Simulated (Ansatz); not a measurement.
Ge:
Space group I-43m (No. 217); a = b = c = 10.482 Å, α = β = γ = 90.00°

| atom | site | symmetry | x | y | z |
|---|---|---|---|---|---|
| Ge | 2a | -43m | 0.0000 | 0.0000 | 0.0000 |
| Ge | 8c | .3m | 0.1355 | 0.1355 | 0.1355 |
| Ge | 12d | -4.. | 0.0000 | 0.2500 | 0.5000 |
| Ge | 24g | ..m | 0.0847 | 0.0847 | 0.3558 |
(The calculation used a cell of 23 atoms; values per cell refer to that cell.)

Relaxed with r²SCAN. r²SCAN (plane waves, PAW; program Ansatz) gives a gap of 1.24 eV.

Q: What gap does HSE06 give on the same cell (Ansatz, PAW)?

A: 1.58 eV, 0.34 eV more. The hybrid was solved on a coarser mesh and at special points; the gap given is the minimum over both.

```csv
k,v1 r²SCAN,c1 r²SCAN,v1 HSE06,c1 HSE06
Γ,-0.40,1.59,…,…
H,-0.22,1.42,…,…
P,-0.01,2.10,…,…
N,0.00,1.93,0.00,2.30
```

Q: Top valence (v1) and lowest conduction level (c1) in eV from each method's valence maximum (which need not be a listed point): supply the withheld HSE06 values.

A: 
- H, v1 HSE06: -0.24
- H, c1 HSE06: 1.75
- Γ, v1 HSE06: -0.40
- Γ, c1 HSE06: 1.92
- P, v1 HSE06: -0.01
- P, c1 HSE06: 2.45

Cost on shared cores: the r²SCAN run (SCF on a 4×4×4 mesh, then bands and DOS) roughly 40 core-minutes, the HSE06 run (SCF on 3×3×3, then a few points) very roughly 40 core-minutes; the tasks are unlike.

The start of the workflow was typed in or built on a structure type; neither database checked (COD, Materials Project) lists it. It is not the phase usual at ambient conditions (space group No. 227). The cell was relaxed with r²SCAN under the symmetry of its start; its stability against distortions is not shown here. Spin–orbit coupling is left out wherever it is not named.

Potentials: the later of the program's two PAW sets.
